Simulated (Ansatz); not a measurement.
BeS:
```xyz
4
Lattice="3.4340 0.0000 0.0000 -1.7170 2.9740 0.0000 0.0000 0.0000 5.6612" Properties=species:S:1:pos:R:3 pbc="T T T"
Be     0.0000     1.9826     5.6582
S      1.7170     0.9913     0.7106
Be     1.7170     0.9913     2.8276
S      0.0000     1.9826     3.5412
```

This is the r²SCAN-relaxed structure.

**Question.** All from plane-wave PAW r²SCAN (Ansatz code), unless another level is named. Give the smallest direct gap on the standard path.

**Answer.** 5.64 eV.

**Question.** Predict the formation energy from the elements (no fitted shifts).

**Answer.** -117 kJ/mol of atoms.

**Question.** What about the weight of the conduction-edge state by species (Voronoi cells)?

**Answer.** Be 54 %, S 46 %.

**Question.** Give the weight of the valence-edge state by species (Voronoi cells).

**Answer.** S 82 %, Be 18 %.

Space group P6_3mc (wurtzite). The start of the workflow was typed in or built on a structure type; neither database checked (COD, Materials Project) lists it. COD files the formula under space group No. 216, so this cell is another polymorph or a model. Its standing as an ambient phase is unchecked. The cell was relaxed with r²SCAN under the symmetry of its start; its stability against distortions is not shown here. The references are the lowest solids computed at this level, not always the standard phases.

Potentials: the later of the program's two PAW sets.
